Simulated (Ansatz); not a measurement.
The calculation used DFT PBE, scalar-relativistic, plane waves, PAW in Ansatz. All cells share a 420 eV cutoff and Γ-centred k meshes spaced at most about 0.3 Å⁻¹ (about 0.25 or finer for metals, 2π included). Collinear spin in cells that started with moments and kept them past the coarse steps, no spin elsewhere.

Each of these unrelaxed guesses is relaxed in cell and atoms within its symmetry. A guess keeps its type if space group and coordination stay and the shape of the cell changes little (axis ratios within about 15 %, angles within 6°); the volume may change.

1. LaSc2F (collinear spin from parallel moments)

```
CELL_PARAMETERS angstrom
3.93344 0.00000 0.00000
0.00000 3.93344 0.00000
0.00000 0.00000 5.34629
ATOMIC_POSITIONS crystal
La 0.50000 0.50000 0.50000
Sc 0.00000 0.00000 0.50000
Sc 0.50000 0.50000 0.00000
F 0.00000 0.00000 0.00000
```

2. Zr4W

```
CELL_PARAMETERS angstrom
4.22946 0.00000 0.00000
0.00000 4.22946 0.00000
0.00000 0.00000 4.43176
ATOMIC_POSITIONS crystal
Zr 0.50000 0.50000 0.51400
Zr 0.00000 0.50000 0.48358
Zr 0.50000 0.50000 0.05120
Zr 0.50000 0.00000 0.48358
W 0.00000 0.00000 0.96765
```

3. TaB3Mo2

```
CELL_PARAMETERS angstrom
3.53042 0.00000 0.00000
-1.76521 3.05743 0.00000
0.00000 0.00000 5.91501
ATOMIC_POSITIONS crystal
Ta 0.00000 0.00000 0.00000
B 0.66667 0.33333 0.34622
B 0.33333 0.66667 0.65378
B 0.00000 0.00000 0.50000
Mo 0.66667 0.33333 0.70070
Mo 0.33333 0.66667 0.29930
```

Question: Which guesses survive the relaxation?

Answer: Guess 1 keeps its type.

```tsv
guess	kept	start group	end group	V start (Å³/atom)	V end	b/a and c/a, end over start	nearest neighbours start	nearest neighbours end
1	yes	P4/mmm	P4/mmm	20.7	23.8	1.00, 1.03	F 6, La 6, Sc 6	F 6, La 6, Sc 6
2	no	P4mm	P4/mmm	15.9	22.7	-	W 12, Zr 1/2/5	W 8, Zr 4/5
3	no	P-3m1	P-3m1	10.6	11.4	1.00, 1.47	B 7/12, Mo 7, Ta 14	B 6, Mo 6, Ta 6
```

Neighbours count within 15 % of an atom's shortest distance; end groups are read at 0.02 Å (0.05 Å in metals).

Spin–orbit coupling, which can matter for Ta and W, is left out. Cells relaxed within their symmetry can be saddle points.

In counts of neighbours, a slash parts the counts of unlike sites.
